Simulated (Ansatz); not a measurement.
## CaV4Pd3O12, one structure, two calculations

Cell: a refined structure from the COD, its atoms then relaxed with PBE in this cell.

Space group Im-3 (No. 204); a = 7.4032 Å.

| site | Wyckoff | site symmetry | x | y | z |
| --- | --- | --- | --- | --- | --- |
| Ca | 2a | m-3. | 0.0000 | 0.0000 | 0.0000 |
| V | 8c | .-3. | 0.2500 | 0.2500 | 0.2500 |
| Pd | 6b | mmm.. | 0.5000 | 0.0000 | 0.0000 |
| O | 24g | m.. | 0.0000 | 0.2933 | 0.1842 |

One atom of each set is listed; the run and its k-mesh use a cell of 20 atoms with edges of 6.41, 6.41, 6.41 Å.

First run. Method: Kohn–Sham DFT in Ansatz, PBE, plane waves and PAW, scalar-relativistic, collinear spin, 420 eV cutoff, Γ-centred 7×7×7 k-points, Fermi–Dirac smearing 0.05 eV. Start moments as typed (μB): 1 on each V, none on the rest.

```tsv
site	V_zz (10²¹ V/m²)	η	m (μB)
V	-0.022	0.00	0.79
Pd	-19.05	0.18	0.09
O	-4.92	0.78	-0.03
```

Second run. The same atoms and settings, except that the functional is r2SCAN and the cutoff is 500 eV.

**Question.** What does the second run give?

**Answer.** 

```
site    V_zz     η  change of V_zz  m (μB)
   V    0.67  0.00           +0.69    0.88
  Pd  -19.75  0.10           -0.70    0.06
   O   -5.03  0.76           -0.11   -0.06
```

The largest change of V_zz is on Pd, from -19.05 to -19.75. In per cent, |V_zz| changes by +4 on Pd, +2 on O (all sites that start above 2). V_zz changes sign on V (same axis). Sites without a gradient aren't listed. The absolute magnetisation of the cell goes from 5.0 to 5.8 μB.

The run finds no gap above 0.1 eV (a metal, or nearly one), so the gradients can move by 10 % or more with the k-mesh. Without spin–orbit coupling (the program notes it for Pd) the gradients can shift somewhat, as the gap is small. Semilocal functionals can leave a metal where correlation in the d or f shell opens a gap in the real compound, and that would change the values at and beside V. With these PAW files V_zz is typically within 2 to 3 % of all-electron values, but misses above 10 % occur on Pd. All moments are parallel here, as the start or the cell imposes; many such compounds order antiparallel, where fields and spin densities carried over to other atoms largely cancel.
For the first run: The magnetic order is the one that the run reached from its start moments, not necessarily the measured one (the real compound may not order at all).
For the second run: The program didn't check the stability of this electronic state in full, so a lower one may lie near. The magnetic order is the one that the run reached from its start moments, not necessarily the measured one.
